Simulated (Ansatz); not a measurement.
MoN$_{2}$:
```cif
data_MoN2
_chemical_formula_sum 'Mo1 N2'
_space_group_name_H-M_alt 'P 1'
_space_group_IT_number 1
_cell_length_a 4.76957
_cell_length_b 4.76957
_cell_length_c 4.76957
_cell_angle_alpha 36.441
_cell_angle_beta 36.441
_cell_angle_gamma 36.441
loop_
_space_group_symop_operation_xyz
  'x, y, z'
loop_
_atom_site_label
_atom_site_type_symbol
_atom_site_fract_x
_atom_site_fract_y
_atom_site_fract_z
_atom_site_occupancy
Mo1 Mo 0.99979 0.99979 0.99979 1
N1 N 0.41483 0.41483 0.41483 1
N2 N 0.25141 0.25141 0.25141 1
```
Starting moments (μB, in the order of the atoms Mo N N): 0.0 0.5 0.4.

Relaxed with DFT-PBE+D3(BJ) in the program Ansatz with PAW potentials. Indices refer to the conventional cell of R3m, a = 2.9827 Å, b = 2.9827 Å, c = 13.3435 Å, α = 90.00°, β = 90.00°, γ = 120.00°.

### Question
Simulate the powder diffraction pattern (Co Kα, λ = 1.79026 Å; lines above 1 %) up to 2θ = 90°.

### Answer
Simulated powder pattern, Co Kα, λ = 1.79026 Å (kinematic, ideal powder, no thermal factors, no anomalous dispersion; the 30 strongest lines at most, above 1 %, up to 2θ = 90°):

| 2θ (°) | d (Å) | I/Imax (%) | hkl |
|---|---|---|---|
| 23.22 | 4.448 | 100 | (0003) |
| 41.34 | 2.536 | 53 | (1 0 -1 1) |
| 43.63 | 2.409 | 49 | (0 1 -1 2) |
| 47.47 | 2.224 | 8.0 | (0006) |
| 51.99 | 2.042 | 38 | (1 0 -1 4) |
| 57.67 | 1.856 | 30 | (0 1 -1 5) |
| 71.41 | 1.534 | 16 | (1 0 -1 7) |
| 73.77 | 1.491 | 18 | (1 1 -2 0) |
| 74.28 | 1.483 | 3.7 | (0009) |
| 78.55 | 1.414 | 20 | (1 1 -2 3) |
| 79.41 | 1.401 | 11 | (0 1 -1 8) |
| 88.26 | 1.286 | 6.7 | (0 2 -2 1) |
| 89.81 | 1.268 | 6.9 | (2 0 -2 2) |

The start of the workflow was typed in or built on a structure type; neither database checked (COD, Materials Project) lists it. Its standing as an ambient phase is unchecked. The cell was relaxed with PBE+D3(BJ) under the symmetry of its start; its stability against distortions is not shown here. Spin order of the final state: ferromagnetic, the only order run, not a proven ground state. The cell computed holds one magnetic atom, so no antiferromagnetic order was within reach. Its formation energy is positive at this level, so the cell may be metastable or incomplete. No Hubbard U is applied.

Potentials: the earlier of the program's two PAW sets.
